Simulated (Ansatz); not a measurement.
C:
```cif
data_C6
_chemical_formula_sum 'C6'
_space_group_name_H-M_alt 'P42/mmc'
_space_group_IT_number 131
_space_group_name_Hall '-P 4c 2'
_cell_length_a 2.58223
_cell_length_b 2.58223
_cell_length_c 5.96897
_cell_angle_alpha 90.000
_cell_angle_beta 90.000
_cell_angle_gamma 90.000
loop_
_atom_site_label
_atom_site_type_symbol
_atom_site_symmetry_multiplicity
_atom_site_Wyckoff_symbol
_atom_site_fract_x
_atom_site_fract_y
_atom_site_fract_z
_atom_site_occupancy
C1 C 2 e 0.00000 0.00000 0.25000 1
C2 C 4 i 0.50000 0.00000 0.11208 1
```

Relaxed at zero pressure with plane-wave PAW PBEsol (Ansatz code).

Question: The volume is lowered by 3 % and shape and atoms relax at that volume. What pressure results, and how do the axes share the change?

Answer: 10.7 GPa; a -1.2 %, b -1.2 %, c -0.6 %; the energy rises by 6 meV/atom.

Question: Give the new structure.

Answer: 
Space group P4₂/mmc (No. 131); a = 2.551 Å, b = 2.551 Å, c = 5.931 Å, α = 90.00°, β = 90.00°, γ = 90.00°

```
atom  site  symmetry       x       y       z
----  ----  --------  ------  ------  ------
C       2e      -4m2  0.0000  0.0000  0.2500
C       4i      2mm.  0.5000  0.0000  0.1123
```

The phase is kept; no other phase was compared at this pressure.

Space group P4_2/mmc. The start of the workflow was typed in or built on a structure type; neither database checked (COD, Materials Project) lists it. It is not the phase usual at ambient conditions (space group No. 194, 227). The cell was relaxed with PBEsol under the symmetry of its start; of distortions, only those at the zone centre were tested.

Potentials: the earlier of the program's two PAW sets.
